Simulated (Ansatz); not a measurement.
GaSb:
```yaml
crystal:
  lattice:
    - [0.00000, 2.86925, 2.86925]
    - [2.86925, 0.00000, 2.86925]
    - [2.86925, 2.86925, 0.00000]
  atoms:
    - { symbol: Sb, position: [0.00000, 0.00000, 0.00000] }
    - { symbol: Ga, position: [0.50000, 0.50000, 0.50000] }
```

Relaxed with r²SCAN.

Task: Map the electron localisation function on the plane through (0.000, 0.000, 0.000) spanned by u = [1, 0, 0] and v = [0, 1, -1] in lattice vectors, from DFT-r²SCAN in the program Ansatz with PAW potentials.

Result: x is the fraction of u, y of v (the angle between them is 90°; rows are the nearest grid lines); atoms in the plane: Sb at (0.00, 0.00), Ga at (0.50, 0.50).
```
y \ x  0.000  0.100  0.200  0.250  0.350  0.450  0.550  0.650  0.750  0.800  0.900   1.00
-----  -----  -----  -----  -----  -----  -----  -----  -----  -----  -----  -----  -----
1.00   0.000  0.013  0.312  0.381  0.465  0.167  0.167  0.465  0.381  0.312  0.013  0.000
0.900  0.013  0.107  0.360  0.434  0.489  0.240  0.240  0.489  0.434  0.360  0.107  0.013
0.850  0.140  0.257  0.410  0.512  0.503  0.320  0.320  0.503  0.512  0.410  0.257  0.140
0.750  0.380  0.433  0.592  0.604  0.419  0.285  0.285  0.419  0.604  0.592  0.433  0.380
0.700  0.467  0.528  0.583  0.535  0.315  0.271  0.271  0.315  0.535  0.583  0.528  0.467
0.600  0.308  0.351  0.408  0.326  0.244  0.066  0.066  0.244  0.326  0.408  0.351  0.308
0.550  0.167  0.240  0.345  0.285  0.186  0.026  0.026  0.186  0.285  0.345  0.240  0.167
0.450  0.167  0.240  0.345  0.285  0.186  0.026  0.026  0.186  0.285  0.345  0.240  0.167
0.400  0.308  0.351  0.408  0.326  0.244  0.066  0.066  0.244  0.326  0.408  0.351  0.308
0.300  0.467  0.528  0.583  0.535  0.315  0.271  0.271  0.315  0.535  0.583  0.528  0.467
0.250  0.380  0.433  0.592  0.604  0.419  0.285  0.285  0.419  0.604  0.592  0.433  0.380
0.150  0.140  0.257  0.410  0.512  0.503  0.320  0.320  0.503  0.512  0.410  0.257  0.140
0.100  0.013  0.107  0.360  0.434  0.489  0.240  0.240  0.489  0.434  0.360  0.107  0.013
0.000  0.000  0.013  0.312  0.381  0.465  0.167  0.167  0.465  0.381  0.312  0.013  0.000
```

The density is the valence pseudo-density with augmentation charge, so density and ELF within about 1 Å of a nucleus are not all-electron values.

Space group Fm-3m (rock salt). The start of the workflow was typed in or built on a structure type; neither database checked (COD, Materials Project) lists it. It is not the phase usual at ambient conditions (space group No. 216). The cell was relaxed with r²SCAN under the symmetry of its start; its stability against distortions is not shown here. Spin–orbit coupling is left out wherever it is not named.

Potentials: the later of the program's two PAW sets.
